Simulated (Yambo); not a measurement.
**Convergence of the G0W0 gap of Mg$_{2}$ZnP$_{2}$**

G0W0@PBEsol for Mg₂ZnP₂ (space group P3m1, No. 156) in Yambo. Reference settings: 3×3×2 Γ-centred k mesh, bands 13 to 176 and a 8 Ry block in the screening, 176 bands in G with the Bruneval-Gonze terminator, plasmon pole fitted at 27.2 eV. The PBEsol gap Γ → K on this mesh is 1.17 eV; G0W0 gaps are taken between the same points.

```tsv
change from the reference	G0W0 gap Γ → K (eV)	shift of the valence edge (eV)	rough Yambo cost
reference settings	1.90	-0.54	1
70 bands in W, 70 bands in G	1.86	-0.28	about 1/3
114 bands in W, 114 bands in G	1.88	-0.45	within a factor of two
70 bands in G	1.89	-0.48	–
114 bands in G	1.90	-0.52	–
84 bands in W	1.87	-0.38	within a factor of two
1 Ry block	1.74	0.12	within a factor of two
3 Ry block	1.62	-0.22	within a factor of two
7 Ry block	1.88	-0.51	within a factor of two
pole fitted at 10 eV	1.87	-0.39	–
no random integration	1.88	-0.36	–
3×3×1 mesh	1.82	-0.45	about 1/3
70 bands in G, no terminator	1.75	-0.10	–
114 bands in G, no terminator	1.82	-0.34	–
no terminator	1.87	-0.46	–
```

The reference isn't shown to be the converged limit. Costs are rough (shared machines), scaled to the same edge states, and given only for runs that recompute the screening. The mesh misses a band edge: along a dense path the PBEsol gap is 0.99 eV against 1.17 eV on the mesh.

Geometry of the Materials Project entry, not relaxed at this level; primitive cell a = b = 4.0141 Å, c = 6.5439 Å, α = β = 90.00°, γ = 120.00°.

The structure is a Materials Project entry; no match was found in the copy of COD used, and its stability was not checked.

A shift is the quasiparticle energy of the state minus its PBEsol energy.
